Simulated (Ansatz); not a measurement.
With PBE in the plane-wave PAW code Ansatz, InP in the tetragonal phase (P4_2/mnm; In on 4g, P on 4f) relaxes to a = 7.276 Å, c = 4.216 Å. Against the elements it lies at -185 meV/atom, with no fitted shifts.

The Kohn–Sham gap is 0.57 eV (smallest direct gap 0.58 eV). The valence maximum lies on the M–Γ line, 92 % of the way from M and the conduction minimum at Γ. Gap from PBE with spin–orbit coupling: 0.55 eV. The electron mass is 0.047, 0.051, 0.051 mₑ (principal values). The hole mass is 0.20, 1.1, 1.6 mₑ (principal values).

An equation-of-state fit gives a bulk modulus of 54.1 GPa.

The start of the workflow was typed in or built on a structure type; neither database checked (COD, Materials Project) lists it. It is not the phase usual at ambient conditions (space group No. 216). The PBE relaxation kept the symmetry of its start; whether a distortion lowers the energy is not shown. The volume moved by 25 % from the start of the relaxation. The references are the lowest solids computed at this level, not always the standard phases. Scalar-relativistic: spin–orbit coupling is off unless named, which matters more the heavier the elements.

Potentials: the later of the program's two PAW sets.
